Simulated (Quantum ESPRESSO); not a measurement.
Re4PdAg3, finding a planted mistake in a log

A calculation, not a measurement. The program is pw.x of Quantum ESPRESSO 7.5 (plane-wave density functional theory). The cell is made up: eight metal atoms on a face-centred cubic lattice, with elements, volume, strain and displacements drawn at random and not relaxed, so it may be unstable or far from any real phase. PseudoDojo standard norm-conserving files set the functional (PBE unless stated); there is no spin polarisation or spin-orbit coupling, the Fermi-Dirac width of 0.25 eV means electrons at about 2900 K, and the masses in the input are unused placeholders. Heavy elements are run without spin-orbit coupling, which real alloys of them have. A spin test at this wide smearing found no moment, but such smearing suppresses magnetism that the real alloy may have.

Intended input:

```
&control calculation='scf', pseudo_dir='./dojo.nc.sr.pbe.v0_5.standard.upf', outdir='./o', disk_io='minimal', tprnfor=.true., tstress=.true. /
&system ibrav=0, nat=8, ntyp=3, nbnd=84, ecutwfc=82.02448710, nosym=.true., tot_charge=0,
 occupations='smearing', smearing='fd', degauss=0.0183746611
/
&electrons conv_thr=1.470e-08, electron_maxstep=70, mixing_beta=0.5 /
ATOMIC_SPECIES
Ag 1.0 Ag.upf
Pd 1.0 Pd.upf
Re 1.0 Re.upf
CELL_PARAMETERS angstrom
-4.1 0.0 0.0
0.0 -4.1 4.1
0.0 6.15 2.05
ATOMIC_POSITIONS angstrom
Re 0.001 0.0309 -0.0205
Pd 0.001 2.0389 2.0776
Re -0.0051 -2.0677 2.0582
Ag 0.0265 0.0222 4.0879
Re -2.0776 4.14 2.0662
Ag -2.051 0.0154 2.0218
Ag -2.0759 2.0647 4.0855
Re -2.0516 -1.9945 4.0735
K_POINTS automatic
6 5 4 1 1 1
```

The log is shortened where brackets say so; the opening notice, blank lines, dates and the lines on written files are dropped, and the path of the files is cut. It prints rydbergs, bohrs and kilobars, and counts compression as positive stress. Its total energy is the free energy E - TS of the whole cell.

Log of the intended run:

```
     Program PWSCF v.7.5
     Parallel version (MPI & OpenMP), running on       4 processor cores
     Number of MPI processes:                 4
     Threads/MPI process:                     1
     [start-up lines left out]
     bravais-lattice index     =            0
     lattice parameter (alat)  =       7.7479  a.u.
     unit-cell volume          =     930.2039 (a.u.)^3
     number of atoms/cell      =            8
     number of atomic types    =            3
     number of electrons       =       135.00
     number of Kohn-Sham states=           84
     kinetic-energy cutoff     =      82.0245  Ry
     charge density cutoff     =     328.0979  Ry
     scf convergence threshold =      1.5E-08
     mixing beta               =       0.5000
     number of iterations used =            8  plain     mixing
     Exchange-correlation= PBE
                           (   1   4   3   4   0   0   0)
     [axes and pseudopotential details left out]
   Cartesian axes
     site n.     atom                  positions (alat units)
         1        Re     tau(   1) = (   0.0002439   0.0075366  -0.0050000  )
         2        Pd     tau(   2) = (   0.0002439   0.4972927   0.5067317  )
         3        Re     tau(   3) = (  -0.0012439  -0.5043171   0.5020000  )
         4        Ag     tau(   4) = (   0.0064634   0.0054146   0.9970488  )
         5        Re     tau(   5) = (  -0.5067317   1.0097561   0.5039512  )
         6        Ag     tau(   6) = (  -0.5002439   0.0037561   0.4931220  )
         7        Ag     tau(   7) = (  -0.5063171   0.5035854   0.9964634  )
         8        Re     tau(   8) = (  -0.5003902  -0.4864634   0.9935366  )
     number of k points=    60  Fermi-Dirac smearing, width (Ry)=  0.0184
                       cart. coord. in units 2pi/alat
        k(    1) = (  -0.0833333   0.0375000   0.1375000), wk =   0.0333333
        k(    2) = (  -0.0833333   0.1625000   0.2625000), wk =   0.0333333
     [further k points left out]
     Dense  grid:    93241 G-vectors     FFT dimensions: (  45,  64,  72)
     Estimated max dynamical RAM per process >     405.46 MB
     Estimated total dynamical RAM >       1.52 GB
     Initial potential from superposition of free atoms
     starting charge     134.9972, renormalised to     135.0000
     Starting wfcs are   79 randomized atomic wfcs +    5 random wfcs
     total cpu time spent up to now is        6.1 secs
     per-process dynamical memory:   328.1 Mb
     Self-consistent Calculation
     iteration #  1     ecut=    82.02 Ry     beta= 0.50
     Davidson diagonalization with overlap
     ethr =  1.00E-02,  avg # of iterations =  3.0
     total cpu time spent up to now is       23.4 secs
     total energy              =   -1885.40715091 Ry
     estimated scf accuracy    <      14.75752854 Ry
     iteration #  2     ecut=    82.02 Ry     beta= 0.50
     Davidson diagonalization with overlap
     ethr =  1.00E-02,  avg # of iterations =  3.0
     total cpu time spent up to now is       41.2 secs
     total energy              =   -1890.65949934 Ry
     estimated scf accuracy    <      58.50967406 Ry
     [iterations 3 to 19 left out]
     iteration # 20     ecut=    82.02 Ry     beta= 0.50
     Davidson diagonalization with overlap
     ethr =  1.96E-11,  avg # of iterations =  2.0
     total cpu time spent up to now is      305.9 secs
     total energy              =   -1895.11427566 Ry
     estimated scf accuracy    <       0.00000003 Ry
     iteration # 21     ecut=    82.02 Ry     beta= 0.50
     Davidson diagonalization with overlap
     ethr =  1.96E-11,  avg # of iterations =  1.0
     total cpu time spent up to now is      318.8 secs
     End of self-consistent calculation
     [lines on levels left out]
!    total energy              =   -1895.11427566 Ry
     estimated scf accuracy    <          6.9E-10 Ry
     smearing contrib. (-TS)   =      -0.10682503 Ry
     internal energy E=F+TS    =   -1895.00745063 Ry
     The total energy is F=E-TS. E is the sum of the following terms:
     one-electron contribution =    -593.22947951 Ry
     hartree contribution      =     370.82883477 Ry
     xc contribution           =    -318.72798371 Ry
     ewald contribution        =   -1353.87882219 Ry
     convergence has been achieved in  21 iterations
     Forces acting on atoms (cartesian axes, Ry/au):
     atom    1 type  3   force =    -0.00034928    0.00914935    0.01024845
     atom    2 type  2   force =    -0.00300297    0.02897133   -0.03123614
     atom    3 type  3   force =    -0.00030061    0.00012355   -0.00521692
     atom    4 type  1   force =    -0.01030503   -0.00851695    0.01000722
     atom    5 type  3   force =     0.00398332   -0.00165836    0.01638347
     atom    6 type  1   force =     0.00177284   -0.00519183   -0.01298691
     atom    7 type  1   force =     0.00912171    0.01321898    0.01113451
     atom    8 type  3   force =    -0.00091997   -0.03609608    0.00166632
     Total force =     0.067033     Total SCF correction =     0.000118
     Computing stress (Cartesian axis) and pressure
          total   stress  (Ry/bohr**3)                   (kbar)     P=     -181.30
  -0.00134489   0.00000268   0.00001118         -197.84        0.39        1.64
   0.00000268  -0.00116637   0.00001228            0.39     -171.58        1.81
   0.00001118   0.00001228  -0.00118610            1.64        1.81     -174.48
     init_run     :      5.59s CPU      5.85s WALL (       1 calls)
     electrons    :    304.75s CPU    312.72s WALL (       1 calls)
     forces       :      2.65s CPU      2.66s WALL (       1 calls)
     stress       :      9.28s CPU      9.35s WALL (       1 calls)
     [timing details left out]
     PWSCF        :   5m22.50s CPU   5m30.90s WALL
     JOB DONE.
```

A second run was made from an input with one planted mistake. Its log:

```
     Program PWSCF v.7.5
     Parallel version (MPI & OpenMP), running on       4 processor cores
     Number of MPI processes:                 4
     Threads/MPI process:                     1
     [start-up lines left out]
     bravais-lattice index     =            0
     lattice parameter (alat)  =       7.7479  a.u.
     unit-cell volume          =     930.2039 (a.u.)^3
     number of atoms/cell      =            8
     number of atomic types    =            3
     number of electrons       =       135.00
     number of Kohn-Sham states=           84
     kinetic-energy cutoff     =      82.0245  Ry
     charge density cutoff     =     328.0979  Ry
     scf convergence threshold =      1.5E-08
     mixing beta               =       0.5000
     number of iterations used =            8  plain     mixing
     Exchange-correlation= SLA  PW   NOGX NOGC
                           (   1   4   0   0   0   0   0)
     [axes and pseudopotential details left out]
   Cartesian axes
     site n.     atom                  positions (alat units)
         1        Re     tau(   1) = (   0.0002439   0.0075366  -0.0050000  )
         2        Pd     tau(   2) = (   0.0002439   0.4972927   0.5067317  )
         3        Re     tau(   3) = (  -0.0012439  -0.5043171   0.5020000  )
         4        Ag     tau(   4) = (   0.0064634   0.0054146   0.9970488  )
         5        Re     tau(   5) = (  -0.5067317   1.0097561   0.5039512  )
         6        Ag     tau(   6) = (  -0.5002439   0.0037561   0.4931220  )
         7        Ag     tau(   7) = (  -0.5063171   0.5035854   0.9964634  )
         8        Re     tau(   8) = (  -0.5003902  -0.4864634   0.9935366  )
     number of k points=    60  Fermi-Dirac smearing, width (Ry)=  0.0184
                       cart. coord. in units 2pi/alat
        k(    1) = (  -0.0833333   0.0375000   0.1375000), wk =   0.0333333
        k(    2) = (  -0.0833333   0.1625000   0.2625000), wk =   0.0333333
     [further k points left out]
     Dense  grid:    93241 G-vectors     FFT dimensions: (  45,  64,  72)
     Estimated max dynamical RAM per process >     405.46 MB
     Estimated total dynamical RAM >       1.52 GB
     Initial potential from superposition of free atoms
     starting charge     134.9979, renormalised to     135.0000
     Starting wfcs are   79 randomized atomic wfcs +    5 random wfcs
     total cpu time spent up to now is        6.0 secs
     per-process dynamical memory:   328.0 Mb
     Self-consistent Calculation
     iteration #  1     ecut=    82.02 Ry     beta= 0.50
     Davidson diagonalization with overlap
     ethr =  1.00E-02,  avg # of iterations =  3.0
     total cpu time spent up to now is       22.9 secs
     total energy              =   -1885.07133276 Ry
     estimated scf accuracy    <      14.27329373 Ry
     iteration #  2     ecut=    82.02 Ry     beta= 0.50
     Davidson diagonalization with overlap
     ethr =  1.00E-02,  avg # of iterations =  3.0
     total cpu time spent up to now is       40.3 secs
     total energy              =   -1890.07842781 Ry
     estimated scf accuracy    <      56.87579272 Ry
     [iterations 3 to 19 left out]
     iteration # 20     ecut=    82.02 Ry     beta= 0.50
     Davidson diagonalization with overlap
     ethr =  1.76E-11,  avg # of iterations =  1.9
     total cpu time spent up to now is      301.4 secs
     total energy              =   -1894.44156658 Ry
     estimated scf accuracy    <       0.00000002 Ry
     iteration # 21     ecut=    82.02 Ry     beta= 0.50
     Davidson diagonalization with overlap
     ethr =  1.76E-11,  avg # of iterations =  1.0
     total cpu time spent up to now is      314.1 secs
     End of self-consistent calculation
     [lines on levels left out]
!    total energy              =   -1894.44156658 Ry
     estimated scf accuracy    <          7.0E-10 Ry
     smearing contrib. (-TS)   =      -0.10853245 Ry
     internal energy E=F+TS    =   -1894.33303413 Ry
     The total energy is F=E-TS. E is the sum of the following terms:
     one-electron contribution =    -594.79135034 Ry
     hartree contribution      =     369.90515867 Ry
     xc contribution           =    -315.56802026 Ry
     ewald contribution        =   -1353.87882219 Ry
     convergence has been achieved in  21 iterations
     Forces acting on atoms (cartesian axes, Ry/au):
     atom    1 type  3   force =     0.00051017    0.00972934    0.00892861
     atom    2 type  2   force =    -0.00221280    0.02821724   -0.02976943
     atom    3 type  3   force =     0.00026933   -0.00199095   -0.00410161
     atom    4 type  1   force =    -0.00836161   -0.00875932    0.01002306
     atom    5 type  3   force =     0.00220938   -0.00095791    0.01696442
     atom    6 type  1   force =     0.00140610   -0.00709705   -0.01479510
     atom    7 type  1   force =     0.00755288    0.01540907    0.01213952
     atom    8 type  3   force =    -0.00137346   -0.03455042    0.00061054
     Total force =     0.065823     Total SCF correction =     0.000124
     Computing stress (Cartesian axis) and pressure
          total   stress  (Ry/bohr**3)                   (kbar)     P=     -300.40
  -0.00215297   0.00000310   0.00001109         -316.71        0.46        1.63
   0.00000310  -0.00197682   0.00001205            0.46     -290.80        1.77
   0.00001109   0.00001205  -0.00199640            1.63        1.77     -293.68
     init_run     :      5.70s CPU      5.94s WALL (       1 calls)
     electrons    :    301.19s CPU    308.05s WALL (       1 calls)
     forces       :      2.54s CPU      2.54s WALL (       1 calls)
     stress       :      8.96s CPU      8.96s WALL (       1 calls)
     [timing details left out]
     PWSCF        :   5m18.47s CPU   5m25.66s WALL
     JOB DONE.
```

Question: the log repeats what the program read. Compare it with the intended run: what was wrong in the second input?

Answer: the files are those of another functional. The input lines that differ:

```
- &control calculation='scf', pseudo_dir='./dojo.nc.sr.pbe.v0_5.standard.upf', outdir='./o', disk_io='minimal', tprnfor=.true., tstress=.true. /
+ &control calculation='scf', pseudo_dir='./dojo.nc.sr.lda.v0_4_1.standard.upf', outdir='./o', disk_io='minimal', tprnfor=.true., tstress=.true. /
```

```
                                            intended run  run with the mistake
                          free energy (eV)    -25784.343            -25775.191
         entropy term -TS, part of it (eV)        -1.453                -1.477
                            pressure (GPa)        -18.13                -30.04
size of the largest force component (eV/Å)         0.928                 0.888
largest change of a force component (eV/Å)                               0.056
                                iterations            21                    21
```

For scale, a rerun of the intended cell at a higher cutoff and on a denser mesh moved values by no more than 0.006 eV in energy, 0.10 GPa in stress and 0.004 eV/Å in force, and a second program with other atomic files agreed on that cell to 2 % rms in force and 0.5 GPa in pressure. Files of another functional or element have another zero of energy, so the energy change says nothing on stability.